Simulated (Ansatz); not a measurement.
TiO2 (rutile)

```
CELL_PARAMETERS angstrom
      4.64343     0.00000     0.00000
      0.00000     4.64343     0.00000
      0.00000     0.00000     2.96381
ATOMIC_POSITIONS crystal
  Ti 0.00000 0.00000 0.00000
  Ti 0.50000 0.50000 0.50000
  O  0.30513 0.30513 0.00000
  O  0.80513 0.19487 0.50000
  O  0.19487 0.80513 0.50000
  O  0.69487 0.69487 0.00000
```

Scan: atom 2 (Ti, nearest neighbour O at 1.958 Å; its periodic images, 3.0 Å or more away, move with it) is displaced along Cartesian x, direction (1.000, 0.000, 0.000) in Cartesian axes, by s. The other atoms stay.

Method: PBE (plane waves to 420 eV, PAW, scalar-relativistic; Ansatz, a first-principles code). k mesh 6×6×9 (Γ-centred), Fermi-Dirac smearing 0.05 eV. F⊥ is the part of the force across the line. TiO2 is run without spin polarisation. TiO2 was relaxed with its symmetry unable to fall. 

```tsv
s (Å)	|F⊥| (eV/Å)
-0.200	?
-0.160	?
-0.120	0.617
-0.080	0.425
-0.040	0.216
0.000	0.000
0.040	0.216
0.080	0.425
0.120	0.617
0.160	?
0.200	?
```

Task: What belongs in the gaps?

Result: 
- -0.200, |F⊥| (eV/Å): 0.923
- -0.160, |F⊥| (eV/Å): 0.786
- 0.160, |F⊥| (eV/Å): 0.786
- 0.200, |F⊥| (eV/Å): 0.923

(For displaced atoms, the force is minus the slope of the energy, and its curvature is a force constant, which sets phonon frequencies.)
